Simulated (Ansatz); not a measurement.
A geometry of CeO$_{2}$ away from equilibrium: the start of the relaxation of a generated trial cell of CeO2 in the beta-tridymite structure type. Calculation: r2SCAN (plane waves to 500 eV, PAW, scalar-relativistic; Ansatz, a program for electronic structure). Γ-centred k-mesh 4×4×2 on the run's cell (coarser than for final values), Fermi–Dirac smearing 0.05 eV.

```xyz
12
Lattice="6.6177 0.0000 0.0000 -3.3089 5.7311 0.0000 0.0000 0.0000 10.8330" Properties=species:S:1:pos:R:3:forces:R:3 pbc="T T T" free_energy=-30923.315 pressure_GPa=8.1
Ce     0.0000     3.8207     0.6716    0.0000    0.0000    0.2705
Ce     3.3089     1.9104     6.0882    0.0000    0.0000    0.2705
Ce     3.3089     1.9104    10.1614    0.0000    0.0000   -0.2705
Ce     0.0000     3.8207     4.7449    0.0000    0.0000   -0.2705
O      0.0000     3.8207     2.7083    0.0000    0.0000    0.0000
O      3.3089     1.9104     8.1248    0.0000    0.0000    0.0000
O      3.3089     0.0000     0.0000    0.0000    0.0000    0.0000
O      1.6544     2.8656     5.4165    0.0000    0.0000    0.0000
O     -1.6544     2.8656     0.0000    0.0000    0.0000    0.0000
O      3.3089     0.0000     5.4165    0.0000    0.0000    0.0000
O      1.6544     2.8656     0.0000    0.0000    0.0000    0.0000
O     -1.6544     2.8656     5.4165    0.0000    0.0000    0.0000
```

Positions in Å, forces in eV/Å, free energy of the cell in eV (comparable only within this code, potentials and settings). Largest force: 0.27 eV/Å, on Ce1, Ce2, Ce3, Ce4 (atoms numbered as listed); the geometry lies 0.10 eV/atom above the end of its relaxation.

Spin-polarised start, with parallel moments on Ce.

No spin polarisation in the result: the starting moments vanished. No Hubbard U is applied. The f-shell occupation is the one the SCF fell into and was not checked against other states.

The run could not lose the symmetry of its start.

The first start was generated by placing the elements on the sites of a structure type. Materials Project lists a structure of CeO2 in the same space group, P6₃/mmc (No. 194); the sites were not compared with it, nor with measured phases. Known forms of CeO2 include space group No. 225.
